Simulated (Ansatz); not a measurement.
CdS:
```cif
data_Cd4S4
_chemical_formula_sum 'S4 Cd4'
_space_group_name_H-M_alt 'F-43m'
_space_group_IT_number 216
_space_group_name_Hall 'F -4 2 3'
_cell_length_a 5.87781
_cell_length_b 5.87781
_cell_length_c 5.87781
_cell_angle_alpha 90.000
_cell_angle_beta 90.000
_cell_angle_gamma 90.000
loop_
_atom_site_label
_atom_site_type_symbol
_atom_site_symmetry_multiplicity
_atom_site_Wyckoff_symbol
_atom_site_fract_x
_atom_site_fract_y
_atom_site_fract_z
_atom_site_occupancy
S1 S 4 c 0.25000 0.25000 0.25000 1
Cd1 Cd 4 a 0.00000 0.00000 0.00000 1
```
(The calculation used a cell of 2 atoms; values per cell refer to that cell.)

Relaxed with r²SCAN.

Task: Tabulate the valence density and the electron localisation function along the shortest S–Cd contact (2.55 Å), DFT-r²SCAN in the program Ansatz with PAW potentials.

Result: 

```
distance from S (Å)  density (e/Å³)   ELF
-------------------  --------------  ----
0.25                           0.48  0.09
0.38                           0.90  0.39
0.51                           1.15  0.70
0.64                           1.18  0.84
0.76                           1.02  0.89
0.89                           0.81  0.88
1.02                           0.61  0.82
1.15                           0.47  0.63
1.27                           0.41  0.32
1.40                           0.42  0.16
1.53                           0.57  0.16
1.65                           1.07  0.25
1.78                           2.32  0.38
1.91                           4.86  0.48
2.04                           8.99  0.58
2.16                          14.45  0.70
2.29                          20.23  0.82
```

The density is the valence pseudo-density with augmentation charge, so density and ELF within about 1 Å of a nucleus are not all-electron values.

The r²SCAN relaxation kept the symmetry of its start.

Potentials: the later of the program's two PAW sets.
